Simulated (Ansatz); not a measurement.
GaBi: computed property card

GaBi:
```xyz
2
Lattice="0.0000 2.9429 2.9429 2.9429 0.0000 2.9429 2.9429 2.9429 0.0000" Properties=species:S:1:pos:R:3 pbc="T T T"
Ga     0.0000     0.0000     0.0000
Bi     2.9429     2.9429     2.9429
```

Space group Fm-3m (No. 225), rock salt; conventional cell a = b = c = 5.886 Å, α = β = γ = 90.00°.

Method: DFT-PBEsol in the program Ansatz with PAW potentials. The cell and atoms are relaxed at this level. Other levels are named where they apply.

### Cell and energy

```
Item                                                         Result
-----------------------------------------------------  ------------
Volume per atom                                            25.49 Å³
Density                                                  9.08 g/cm³
Formation energy from the elements (no fitted shifts)  0.10 eV/atom
```

### Electronic structure

```
Item                                                                        Result
------------------------------------  --------------------------------------------
Electronic character                                             metallic (no gap)
Density of states at the Fermi level  0.55 states/eV per atom (mean over ±0.08 eV)
```

### Mechanics

```
Quantity                                                               Result
-------------------------------------  --------------------------------------
Bulk modulus (Birch–Murnaghan fit)                                   56.3 GPa
Pressure derivative B′                                                    4.7
Elastic constants (relaxed ions, GPa)        C11 = 119, C12 = 25.2, C44 = 3.7
Mechanical stability                   stable (all eigenvalues of C positive)
```

### Phonons

```
Item                                           Result
-----------------------------  ----------------------
Highest zone-centre frequency                111 cm⁻¹
Zone-centre stability          no imaginary mode at Γ
```

A made-up cell: these elements were put on the sites of a structure type; neither database checked (COD, Materials Project) lists it. Its standing as an ambient phase is unchecked. The PBEsol relaxation kept the symmetry of its start. As this level gives no gap, shear constants depend on the k-mesh and smearing (Fermi–Dirac, 0.1 eV here). As this level gives no gap, phonon frequencies hold no LO–TO term and depend on the k-mesh and smearing (Fermi–Dirac, 0.1 eV here). The references are the lowest solids computed at this level, not always the standard phases. Spin–orbit coupling is left out wherever it is not named.

Potentials: the later of the program's two PAW sets.
